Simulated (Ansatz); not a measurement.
# MnVC6N6, before and after

Recipe of this trial structure of MnVC6N6: cyanide-bridged rock-salt net of two metals, 0 guest cations a cell (Fm-3m, No. 225). The dimensions are guesses.

start.xyz

```xyz
14
Lattice="0.0000 5.1170 5.1170 5.1170 0.0000 5.1170 5.1170 5.1170 0.0000" Properties=species:S:1:pos:R:3 pbc="T T T"
Mn    5.1170    5.1170    5.1170
V     0.0000    0.0000    0.0000
C     1.9170    5.1170    5.1170
C     5.1170    1.9170    5.1170
C     5.1170    5.1170    1.9170
C     8.3170    5.1170    5.1170
C     5.1170    8.3170    5.1170
C     5.1170    5.1170    8.3170
N     3.0870    5.1170    5.1170
N     5.1170    3.0870    5.1170
N     5.1170    5.1170    3.0870
N     7.1470    5.1170    5.1170
N     5.1170    7.1470    5.1170
N     5.1170    5.1170    7.1470
```

Method: DFT PBE, scalar-relativistic, plane waves, PAW in Ansatz 0.2.0. Cutoff 420 eV, Gaussian smearing, Γ-centred meshes. Cell and atoms relax first on a coarse mesh and then on a converged one. In between, the cell is made exact in the group found at 0.06 Å. The steps can't lower the symmetry of their start, moments included. Collinear spin, starting moments 4 -2 0 0 0 0 0 0 0 0 0 0 0 0 μB in the order of the atoms.

end.xyz

```xyz
14
Lattice="0.0000 5.1615 5.1615 5.1615 0.0000 5.1615 5.1615 5.1615 0.0000" Properties=species:S:1:pos:R:3 pbc="T T T"
Mn    5.1615    5.1615    5.1615
V     0.0000    0.0000    0.0000
C     2.0787    5.1615    5.1615
C     5.1615    2.0787    5.1615
C     5.1615    5.1615    2.0787
C     8.2444    5.1615    5.1615
C     5.1615    8.2444    5.1615
C     5.1615    5.1615    8.2444
N     3.2496    5.1615    5.1615
N     5.1615    3.2496    5.1615
N     5.1615    5.1615    3.2496
N     7.0734    5.1615    5.1615
N     5.1615    7.0734    5.1615
N     5.1615    5.1615    7.0734
```

The symmetry stays Fm-3m (No. 225). The volume per atom grows by 2.6 %, from 19.1 to 19.6 Å³. The shortest distance stays 1.17 Å (C–N). The energy falls by about 0.12 eV/atom (the start's value is from the coarse mesh).

```yaml
Volume_per_atom: 19.64 Å³
Density: 1.58 g/cm³
Energy_over_the_elements: +0.266 eV/atom
Gap_on_the_6×6×6_mesh_of_the_14-atom_cell: 0.07 eV
Net_moment_per_atom: 0.00 μB
Moment_by_site: Mn 1.7; V -1.3 μB
```

The zero of energy is the elements' standard structures at the same level (N₂ as a molecule); no fitted shifts are applied. The separate elements lie lower, so it is unstable against them.

The last run used collinear spin and Gaussian smearing of 0.10 eV. The reference form of C is held partly by dispersion forces, which this level lacks. Another magnetic order may lie lower. A gap this small is below the smearing, so the run can't tell it from none. A structure relaxed within its symmetry needn't be a true minimum. In all, the 3 runs took 6.3 min on 1 thread of Intel(R) Xeon(R) Platinum 8259CL CPU @ 2.50GHz (Skylake/Cascade Lake), on a shared host.
